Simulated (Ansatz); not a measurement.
The start is a relaxed WC cell with every coordinate shifted by Gaussian noise of σ = 0.45 Å. The structure is fully relaxed (lattice and positions, P = 0) with r2SCAN (plane waves to 500 eV, PAW, scalar-relativistic; Ansatz, a first-principles code). The first steps use a 13×13×12 k-mesh.

Input geometry:
```
CELL_PARAMETERS angstrom
      2.91216     0.00000     0.00000
     -1.45608     2.52201     0.00000
      0.00000     0.00000     2.83622
ATOMIC_POSITIONS crystal
  W  0.13299 0.35462 0.05791
  C  0.51544 0.12623 0.38422
```

Question: What pressure does the first self-consistent step give?

Answer: +63.4 GPa (positive: the cell is compressed).

Question: What is the largest force in the starting geometry, and on which atom (counted from 1)?

Answer: 9.83 eV/Å, on W1, C2 (atoms numbered as listed).

Question: Does it find its way back to the structure it was made from?

Answer: It returns to the parent structure, P-6m2 (No. 187).

Question: How do the shortest distances between atoms change?

Answer: The closest pairs of elements (up to four, under 3.6 Å), start → end: C–W 1.81 → 2.20 Å; W–W 2.84 → 2.84 Å; C–C 2.84 → 2.84 Å.

Question: What band gap does the relaxed structure have at this level?

Answer: Zero (metallic).

Final structure:

```cif
data_CW
_chemical_formula_sum 'W1 C1'
_space_group_name_H-M_alt 'P-6m2'
_space_group_IT_number 187
_space_group_name_Hall 'P -6 2'
_cell_length_a 2.91216
_cell_length_b 2.91216
_cell_length_c 2.83622
_cell_angle_alpha 90.000
_cell_angle_beta 90.000
_cell_angle_gamma 120.000
loop_
_atom_site_label
_atom_site_type_symbol
_atom_site_symmetry_multiplicity
_atom_site_Wyckoff_symbol
_atom_site_fract_x
_atom_site_fract_y
_atom_site_fract_z
_atom_site_occupancy
W1 W 1 f 0.66667 0.33333 0.50000 1
C1 C 1 a 0.00000 0.00000 0.00000 1
```

Final values are on a 18×18×16 k-mesh of the relaxed cell. No spin polarisation in the result.
